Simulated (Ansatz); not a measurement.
CoO:
```
CoO
1.0
    2.74815     0.00000     0.00000
   -1.37407     2.37997     0.00000
    0.00000     0.00000     5.35073
Co O
2 2
Direct
  0.00000   0.00000   0.00000
  0.00000   0.00000   0.50000
  0.33333   0.66667   0.25000
  0.66667   0.33333   0.75000
```
The run is spin-polarised; directions of the spins, atom by atom: ↑ ↓ 0 0.

Relaxed with PBEsol (plane waves, PAW; program Ansatz). Indices refer to the conventional cell of P6_3/mmc, a = 2.748 Å, b = 2.748 Å, c = 5.351 Å, α = 90.00°, β = 90.00°, γ = 120.00°.

Q: Simulate the powder diffraction pattern (Mo Kα, λ = 0.71073 Å; lines above 1 %) up to 2θ = 45°.

A: Simulated powder pattern, Mo Kα, λ = 0.71073 Å (kinematic, ideal powder, no thermal factors, no anomalous dispersion; the 30 strongest lines at most, above 1 %, up to 2θ = 45°):

```csv
2θ (°),d (Å),I/Imax (%),hkl
15.27,2.675,23,(0002)
17.17,2.380,71,(1 0 -1 0)
18.81,2.175,7.1,(1 0 -1 1)
23.06,1.778,100,(1 0 -1 2)
28.83,1.427,1.4,(1 0 -1 3)
29.98,1.374,25,(1 1 -2 0)
30.81,1.338,7.5,(0004)
33.80,1.222,14,(1 1 -2 2)
34.75,1.190,8.0,(2 0 -2 0)
35.49,1.166,15,(1 0 -1 4)
38.15,1.087,17,(2 0 -2 2)
43.52,0.958,12,(1 1 -2 4)
```

The start of the workflow was typed in or built on a structure type; neither database checked (COD, Materials Project) lists it. It is not the phase usual at ambient conditions (space group No. 225). Symmetry was held in the PBEsol relaxation, as lowered by the spin order; its stability against distortions is not shown here. The final state is antiferromagnetic, chosen from 5 collinear starts compared on coarse meshes (ties went to the first, and starts can fall back to one state), not a proven ground state. No Hubbard U is applied. Point labels and valley counts follow the cell and symmetry of the run, lower than the named group.

Potentials: the later of the program's two PAW sets.
